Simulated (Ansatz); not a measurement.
**BRh + YRh₂ → YBRh₃**

All three solids are relaxed on PAW files, and every method takes those cells: YBRh₃ in Pm-3m, a = 4.15 Å, b = 4.15 Å, c = 4.15 Å, α = 90.00°, β = 90.00°, γ = 90.00°, 8×8×8 k mesh, smearing 0.05 eV; BRh in P6_3/mmc, a = 3.36 Å, b = 3.36 Å, c = 4.09 Å, α = 90.00°, β = 90.00°, γ = 120.00°, 11×11×8 k mesh, smearing 0.05 eV; YRh₂ in Fd-3m, a = 7.44 Å, b = 7.44 Å, c = 7.44 Å, α = 90.00°, β = 90.00°, γ = 90.00°, 8×8×8 k mesh, smearing 0.05 eV.

The product's cell, then the reactants':

```
Y B Rh
1.0
     4.14980    0.00000    0.00000
     0.00000    4.14980    0.00000
     0.00000    0.00000    4.14980
Y B Rh
1 1 3
Cartesian
  0.0000 0.0000 0.0000
  2.0749 2.0749 2.0749
  0.0000 2.0749 2.0749
  2.0749 0.0000 2.0749
  2.0749 2.0749 0.0000
```

```xyz
4
Lattice="3.3552 0.0000 0.0000 -1.6776 2.9057 0.0000 0.0000 0.0000 4.0876" Properties=species:S:1:pos:R:3 pbc="T T T"
B     0.0000    0.0000    0.0000
B     0.0000    0.0000    2.0438
Rh    1.6776    0.9686    3.0657
Rh    0.0000    1.9371    1.0219
```

```xyz
6
Lattice="0.0000 3.7219 3.7219 3.7219 0.0000 3.7219 3.7219 3.7219 0.0000" Properties=species:S:1:pos:R:3 pbc="T T T"
Y     0.0000    0.0000    0.0000
Y     1.8609    1.8609    1.8609
Rh    4.6523    4.6523    4.6523
Rh    4.6523    2.7914    2.7914
Rh    2.7914    2.7914    4.6523
Rh    2.7914    4.6523    2.7914
```

Level of theory: DFT with PBEsol, scalar-relativistic, in Ansatz 0.2.0; no spin polarisation. LAPW: all electrons, basis error target 0.5 meV/atom; PAW: frozen-core files, cutoff 420 eV.

Energies are at zero smearing and zero temperature. The structures come from databases; a reactant may be hypothetical or may itself decompose, and needn't be the lowest polymorph.

The PAW files were made under PBE.

**Question.** What is the reaction energy per atom of the product, by each method?

**Answer.** LAPW -169.2 meV/atom; PAW -169.2 meV/atom. The product is favoured against these reactants.

**Question.** How does the volume change, and what would pressure do?

**Answer.** It changes by 0.0 %, so pressure favours the product.
